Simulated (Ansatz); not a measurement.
Lattice vibrations of GaCo at Γ

Level of theory: Ansatz 0.2.0, DFT PBE, scalar-relativistic, plane waves, PAW. Plane waves to 420 eV; Γ-centred k mesh 20×20×20; Gaussian smearing of 0.20 eV. No spin polarisation. Phonons by linear response, acoustic sum rule imposed.

Equilibrium structure at this level:
```
CELL_PARAMETERS angstrom
2.88205 0.00000 0.00000
0.00000 2.88205 0.00000
0.00000 0.00000 2.88205
ATOMIC_POSITIONS crystal
Ga 0.50000 0.50000 0.50000
Co 0.00000 0.00000 0.00000
```

The cell has the caesium chloride type, in a space group that the Crystallography Open Database lists for this formula; it was reached from a generator's guess. In a metal, frequencies depend on the k mesh and the smearing, soft modes most.

Optical modes at Γ:
```json
{"frequency (THz)": "6.81", "degeneracy": "3"}
```

All 3 optical modes at Γ are real: no displacement of atoms at fixed cell lowers the energy to second order. Strains and modes at other wave vectors aren't tested by this run.
